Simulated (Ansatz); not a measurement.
Ti (hcp, Mg type)

```
Ti
1.0
    2.93885     0.00000     0.00000
   -1.46943     2.54512     0.00000
    0.00000     0.00000     4.64996
Ti
2
Direct
  0.33333   0.66667   0.75000
  0.66667   0.33333   0.25000
```

The slice is a (0001) plane (indices of the conventional cell) through the point (0.333, 0.667, 0.750) (fractional), spanned by u = [110] and v = [1 -1 0] in vectors of this cell: u (2.94 Å) and v (5.09 Å, at 90° to u). It covers one period; positions are fractions (u, v).

The numbers are results of PBE (plane waves to 420 eV, PAW, scalar-relativistic; Ansatz, an electronic-structure program), not measurements. k mesh 18×18×10. These are valence fields of a PAW run, semicore shells included where kept as valence: close to a nucleus they are smooth pseudo fields. The PAW data are Ansatz's earlier set. Ti is run without spin polarisation. Ti was relaxed with its symmetry unable to fall.

Task: What is the ELF at the midpoint of the shortest Ti–Ti line in this plane (2.94 Å)?

Result: 0.27.

Task: What is the valence density on the shortest Ti–Ti line in this plane (2.94 Å), at its midpoint?

Result: 0.19 e/Å³.

Task: Predict the map of the electron localisation function (ELF) on the slice.

Result: 
```
|xxxxxx883300224422003388xxxx|
|xxxx9966221144774411226699xx|
|9988662211337799773311226688|
|3333110011558899885511001133|
|0000001133668888886633110000|
|0000112233334444443333221100|
|2222221111001111110011112222|
|3322110000113333331100001122|
|2211000022668888886622000011|
|221100116699xxxxxx9966110011|
|2200003388xxxxxxxxxx88330000|
|2211004499xxxxxxxxxx99440011|
|4422003388xxxxxxxxxx88330022|
|774411226699xxxxxx9966221144|
|9977331122668899886622113377|
|9988551100113333331100115588|
|8888663311000000000011336688|
|4444333322110000001122333344|
|1111001111222222222211110011|
|3333110000112233221100001133|
|8888662200001122110000226688|
|xxxx9966110011221100116699xx|
|xxxxxx883300002200003388xxxx|
|xxxxxx994400112211004499xxxx|
```
Scale: ten equal steps from 0.09 (start of '0') to 0.74 (end of '9'), in the order '0123456789'. Values: electron localisation function (ELF). The map has 14 points along u (two characters each, u = 0 at the left) and 24 along v (v = 0 in the bottom row). Points within 0.5 Å of a nucleus are blanked (x), as the pseudised field means little there.
